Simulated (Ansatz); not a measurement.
LaSF in space group P4/nmm (No. 129; La on 2c, S on 2c, F on 2a), r²SCAN in the plane-wave PAW code Ansatz. The conduction-band minimum lies at Γ, with 1 equivalent valley. Second derivatives d²E/dk² of the lowest band at one valley (eV·Å²), along Cartesian directions:

```
direction  d²E/dk²
---------  -------
[100]        20.25
[010]        20.25
[001]        7.213
[110]        20.25
[101]        13.74
[011]        13.74
```

Question: Find the principal effective masses, the density-of-states mass and the conductivity mass.

Answer: Off-diagonal terms follow from H_xy = H[110] − (H_xx + H_yy)/2, and m*/mₑ = 7.620 eV·Å² over each eigenvalue: 0.38, 0.38, 1.1. One valley's DOS mass (m₁m₂m₃)^(1/3) = 0.53, conductivity mass 3/(Σ 1/mᵢ) = 0.48 mₑ.

Question: What effective density of states Nc follows at 300 K for parabolic valleys?

Answer: Nc = 2.509e19 × 1 × (0.53)^(3/2) ≈ 9.7e18 cm⁻³.

The first step of the workflow began from a Materials Project structure, measured or hypothetical; the Crystallography Open Database files this formula in space group No. 129, but the cells were not matched. Its standing as an ambient phase is unchecked. The r²SCAN relaxation kept the symmetry of its start; its stability against distortions is not shown here. Spin–orbit coupling is left out wherever it is not named.

Potentials: the later of the program's two PAW sets.

Edges and masses are those of Kohn–Sham bands, whose gap is no quasiparticle gap.
